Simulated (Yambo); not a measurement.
How GW settings move the gap: Li4WO5

G0W0@LDA for Li₄WO₅ (space group I4, No. 79) in Yambo. Reference settings: 4×4×4 Γ-centred k mesh, bands 6 to 106 and a 6 Ry block in the screening, 106 bands in G with the Bruneval-Gonze terminator, plasmon pole fitted at 27.2 eV. The LDA gap (0.25, -0.25, 0.25) → X on this mesh is 3.19 eV; G0W0 gaps are taken between the same points.

| change from the reference | G0W0 gap (0.25, -0.25, 0.25) → X (eV) | shift of the valence edge (eV) | rough Yambo cost |
|---|---|---|---|
| reference settings | 5.43 | -0.66 | 1 |
| 67 bands in W, 67 bands in G | 5.51 | -0.56 | within a factor of two |
| 86 bands in W, 86 bands in G | 5.46 | -0.61 | within a factor of two |
| wavefunctions cut at 10 Ry | 5.47 | -0.29 | about 1/3 |
| wavefunctions cut at 30 Ry | 5.43 | -0.65 | about 1/2 |
| wavefunctions cut at 50 Ry | 5.42 | -0.66 | within a factor of two |
| exchange cut at 10 Ry | 5.29 | 0.59 | – |
| 39 bands in W, 39 bands in G, 3 Ry block | 6.07 | -0.72 | about 1/5 |
| 39 bands in W, 39 bands in G, 4 Ry block | 6.00 | -0.65 | about 1/4 |
| 51 bands in W, 51 bands in G, 2 Ry block | 5.99 | -0.85 | about 1/3 |
| 51 bands in W, 51 bands in G, 3 Ry block | 5.75 | -0.62 | about 1/3 |
| 51 bands in W, 51 bands in G, 4 Ry block | 5.70 | -0.57 | about 1/3 |
| 51 bands in W, 51 bands in G, 5 Ry block | 5.70 | -0.56 | about 1/3 |
| 67 bands in W, 67 bands in G, 4 Ry block | 5.54 | -0.58 | within a factor of two |
| 3 Ry block | 5.51 | -0.68 | within a factor of two |

The reference isn't shown to be the converged limit. Costs are rough (shared machines), scaled to the same edge states, and given only for runs that recompute the screening.

Spin-orbit coupling is left out, which matters for elements this heavy: edges can move by tenths of an eV.

Geometry of the Materials Project entry, not relaxed at this level; primitive cell a = 5.059 Å, b = 5.059 Å, c = 5.059 Å, α = 99.48°, β = 99.48°, γ = 132.12°.

The structure is a Materials Project entry; no match was found in the copy of COD used, and its stability was not checked.

A shift is the quasiparticle energy of the state minus its LDA energy.
